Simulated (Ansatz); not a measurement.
AlPd in space group P2_13 (No. 198; Al on 4a, Pd on 4a), plane-wave PAW r²SCAN (Ansatz code), all energies at zero smearing, with the estimated change up to a 700 eV cutoff added, with one set of potentials and settings (totals compare only within such a set). Cell of 8 atoms (4 Al, 4 Pd): -30112.084 eV.

```
element             reference phase  E (eV/atom)
-------  --------------------------  -----------
Al       Fm-3m, 1 atoms in the cell    -540.4083
Pd       Fm-3m, 1 atoms in the cell   -6985.7456
```

Formation energy per atom, worked out: (-30112.084 − 4×(-540.4083) − 4×(-6985.7456))/8 = -0.934 eV/atom (-90 kJ per mol of atoms), at 0 K, without zero-point energy or fitted corrections.

The first step of the workflow began from a Materials Project structure, measured or hypothetical; the Crystallography Open Database copy checked does not list it. With Al and Pd taken as one species the cell has the higher symmetry Pa-3, so it may be an ordered model of a mixed-site phase. Whether it is the stable phase at ambient conditions was not checked. The r²SCAN relaxation kept the symmetry of its start; of distortions, only those at the zone centre were tested. The run is not spin-polarised. The references are the lowest solids computed at this level, not always the standard phases.

Potentials: the later of the program's two PAW sets.
